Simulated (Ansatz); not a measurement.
The calculation used DFT PBE, scalar-relativistic, plane waves, PAW (Ansatz). All cells share a 420 eV cutoff and Γ-centred k meshes spaced at most about 0.3 Å⁻¹ (about 0.25 or finer for metals, 2π included). No spin polarisation in the final relaxations.

These are static total energies at zero pressure.

Two forms of MgSi4N were relaxed alike.

A.

```
Mg Si N
1.0
     2.15410   -5.11565    0.00000
     2.15410    5.11565    0.00000
     0.00000    0.00000    4.52715
Mg Si N
1 4 1
Direct
  0.00000 0.00000 0.50000
  0.12696 0.87304 0.00000
  0.87304 0.12696 0.00000
  0.00000 0.50000 0.50000
  0.50000 0.00000 0.50000
  0.50000 0.50000 0.00000
```

B.

```
Mg Si N
1.0
     4.89889    0.00000    0.00000
     0.00000    4.89889    0.00000
     0.00000    0.00000    4.89889
Mg Si N
1 4 1
Direct
  0.00000 0.00000 0.00000
  0.71490 0.71490 0.71490
  0.28510 0.28510 0.71490
  0.28510 0.71490 0.28510
  0.71490 0.28510 0.28510
  0.50000 0.50000 0.50000
```

Question: Which is lower in energy, and by how much?

Answer: B is lower, by 203 meV/atom. A has space group Cmmm (No. 65), 16.6 Å³/atom and no gap on its mesh; B has space group P-43m (No. 215), 19.6 Å³/atom and no gap. Counting Mg or Si atoms around N (for each partner element, those within 1.25 times its shortest distance or 1.15 times the sum of covalent radii, where it is the nearest in units of that sum or under 1.3; the shortest distance is added where it is long for a bond), A has N 4 from 2.5 Å and B has N 4. A holds Si–Si chains (shortest 2.15 Å); in B the shortest Si–Si distance is 2.98 Å. The lower one is the more open, so pressure narrows the difference. Even the lower one lies +0.84 eV/atom against the reference forms of the elements (uncorrected), so neither is stable at this level. In A, Mg has 4 Si at 2.61 Å, 4 Si at 2.78 Å and 4 N at 3.12 Å; around Si on a site of symmetry m2m lie 2 N at 2.52 Å, 1 Si at 2.60 Å, 2 Mg at 2.61 Å and 4 Si at 2.81 Å; N is surrounded by 4 Si at 2.52 Å and 4 Mg at 3.12 Å; 1 more site not described. In B, Mg has 4 Si at 2.42 Å; Si has 1 N at 1.82 Å and 1 Mg at 2.42 Å; N has 4 Si at 1.82 Å. Both come from invented guesses. A third cell relaxed alike, in P6/mmm, lies 115 meV/atom below the lower of the two.

A magnetic state wasn't ruled out in cells without spin, among them Cmmm. Cells relaxed within their symmetry can be saddle points.
